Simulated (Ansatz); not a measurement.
## Self-consistent spin–orbit runs of Li2MnN2 along several axes

Theory: DFT PBEsol, spin-orbit coupling, plane waves, PAW in Ansatz 0.2.0.

```xyz
5
Lattice="3.0263 0.0000 0.0000 -1.5132 2.6209 0.0000 0.0000 0.0000 5.4232" Properties=species:S:1:pos:R:3 pbc="T T T"
Li    1.5132    0.8736    1.9184
Li    0.0000    1.7472    3.5048
Mn    0.0000    0.0000    0.0000
N     1.5132    0.8736    4.3423
N     0.0000    1.7472    1.0809
```

| Property | Result |
| --- | --- |
| plane-wave cutoff | 420 eV |
| Γ-centred k-mesh | 12×12×8 |
| occupation rule | Gaussian smearing, 0.02 eV |
| list of starting moments (μB, in atom order) | 0 0 4 0 0 |
| check for lower electronic states after the SCF | on |

The moments start along each conventional axis in turn. Free energies count from the first axis and are rough on this mesh. The states are those that the runs reached from these starts; a lower one can exist.

```csv
axis,Cartesian direction,ΔF (meV/cell),"site spin moments along the axis, as the non-collinear run integrates them (μB)"
c,0.000 0.000 1.000,0.000,"Mn +2.65, N +0.30 (×2)"
a,1.000 0.000 0.000,0.037,"Mn +2.65, N +0.30 (×2)"
```

Cost: 2 runs of about 8.2 core-minutes in all, on Arm Neoverse V1 (shared hosts).